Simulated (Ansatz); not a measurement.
Below is a relaxed structure of Ti3Al4Ni. The cell was found from a structure generator's guess, not taken from experiment.

Level of theory: DFT PBE, scalar-relativistic, plane waves, PAW in Ansatz 0.2.0. Cutoff 420 eV, Γ-centred mesh, Gaussian smearing, no spin polarisation.

```yaml
crystal:
  lattice:
    - [5.82000, 0.00000, 0.00000]
    - [0.00000, 5.82000, 0.00000]
    - [0.00000, 0.00000, 3.61965]
  atoms:
    - { symbol: Ti, position: [0.00000, 0.00000, 0.50000] }
    - { symbol: Ti, position: [0.00000, 0.50000, 0.50000] }
    - { symbol: Ti, position: [0.50000, 0.00000, 0.50000] }
    - { symbol: Al, position: [0.73150, 0.73150, 0.00000] }
    - { symbol: Al, position: [0.73150, 0.26850, 0.00000] }
    - { symbol: Al, position: [0.26850, 0.73150, 0.00000] }
    - { symbol: Al, position: [0.26850, 0.26850, 0.00000] }
    - { symbol: Ni, position: [0.50000, 0.50000, 0.50000] }
```

Formation energies are uncorrected and refer to the elements' standard structures at the same level.

Question: Find its symmetry and describe it.

Answer: P4/mmm (No. 123). Conventional cell: a = 5.820 Å, c = 3.620 Å. Ti on a site of symmetry 4/mmm is surrounded by 8 Al at 2.86 Å and 4 Ti at 2.91 Å; Ti on a site of symmetry mmm is surrounded by 8 Al at 2.74 Å, 2 Ni at 2.91 Å and 2 Ti at 2.91 Å; around Al lie 2 Ni at 2.63 Å, 2 Al at 2.69 Å, 6 Ti at 2.74–2.86 Å and 2 Al at 3.13 Å; Ni is surrounded by 8 Al at 2.63 Å and 4 Ti at 2.91 Å.

Question: How far does it lie from the elements in energy?

Answer: −0.38 eV/atom. It lies below the elements, which doesn't yet make it stable against other compounds or structures.

Question: Is it a metal?

Answer: Yes, bands cross the Fermi level on the 6×6×10 mesh.

The last run used a 6×6×10 mesh (in the run's order of axes) for its 8-atom cell and Gaussian smearing of 0.10 eV. Trial moments died out on the coarse mesh, so the last step has no spin; another magnetic start might hold. Symmetry constrained the relaxation, so the result can be a saddle point.
